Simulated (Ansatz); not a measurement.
ZrTiO$_{4}$ in space group Pbcn (No. 60; Zr on 4c, Ti on 4c, O on 8d, O on 8d), the program Ansatz at the r²SCAN level (PAW), all energies at zero smearing, with the estimated change up to a 700 eV cutoff added, with one set of potentials and settings (totals compare only within such a set). Cell of 24 atoms (4 Zr, 4 Ti, 16 O): -35937.725 eV.

```csv
element,reference phase,E (eV/atom)
Zr,"P6_3/mmc, 2 atoms in the cell",-4195.0260
Ti,"P6/mmm, 3 atoms in the cell",-2504.3896
O,"C2/m, 4 atoms in the cell, spin-polarised",-566.0281
```

Formation energy per atom, worked out: (-35937.725 − 4×(-4195.0260) − 4×(-2504.3896) − 16×(-566.0281))/24 = -3.484 eV/atom (-336 kJ per mol of atoms), at 0 K, without zero-point energy or fitted corrections.

The start of the workflow was typed in or built on a structure type; neither database checked (COD, Materials Project) lists it. Its standing as an ambient phase is unchecked. The cell was relaxed with r²SCAN under the symmetry of its start; its stability against distortions is not shown here. The workflow began spin-polarised and lost its moments. The references are the lowest solids computed at this level, not always the standard phases (solids in place of the gases).

Potentials: the later of the program's two PAW sets.
